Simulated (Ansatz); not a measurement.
## NbP, first-principles data

NbP:
```xyz
2
Lattice="3.0623 0.0000 0.0000 0.0000 3.0623 0.0000 0.0000 0.0000 3.0623" Properties=species:S:1:pos:R:3 pbc="T T T"
Nb     0.0000     0.0000     0.0000
P      1.5312     1.5312     1.5312
```

Space group Pm-3m (No. 221), CsCl type; conventional cell a = b = c = 3.0623 Å, α = β = γ = 90.00°.

Method: LDA in the plane-wave PAW code Ansatz. Geometry: relaxed at this level of theory. Other levels are named where they apply.

Cell and energy:

```yaml
volume_per_atom: 14.36 Å³
density: 7.16 g/cm³
Formation energy from the elements (no fitted shifts): -0.77 eV/atom
```

Electronic structure:

```yaml
electronic_character: metallic (no gap)
Density of states at the Fermi level: 0.54 states/eV per atom (mean over ±0.08 eV)
```

Mechanics:

```yaml
Bulk modulus (Birch–Murnaghan fit): 215 GPa
Pressure derivative B′: 4.3
Elastic constants (relaxed ions, GPa): C11 = 395, C12 = 128, C44 = 132
mechanical_stability: stable (all eigenvalues of C positive)
hill_bulk_and_shear_moduli: 217 and 132 GPa
Young's modulus: 330 GPa
Poisson's ratio: 0.25
debye_temperature_from_the_elastic_constants: 584 K
```

Phonons:

```yaml
highest_zone_centre_frequency: 6.44 THz
zone_centre_stability: no imaginary mode at Γ
dynamical_stability_on_the_path: stable (no imaginary branch)
zero_point_energy: 37.3 meV/atom
Vibrational entropy at 300 K: 28.0 J/(K·mol of atoms)
```

A made-up cell: these elements were put on the sites of a structure type; neither database checked (COD, Materials Project) lists it. COD files the formula under space group No. 141, so this cell is another polymorph or a model. Whether it is the stable phase at ambient conditions was not checked. Symmetry was held in the LDA relaxation. No spin polarisation was allowed. As this level gives no gap, shear constants depend on the k-mesh and smearing (Fermi–Dirac, 0.1 eV here). As this level gives no gap, phonon frequencies hold no LO–TO term and depend on the k-mesh and smearing (Fermi–Dirac, 0.1 eV here). The references are the lowest solids computed at this level, not always the standard phases. Scalar-relativistic: spin–orbit coupling is off unless named, which matters more the heavier the elements.

Potentials: the later of the program's two PAW sets.
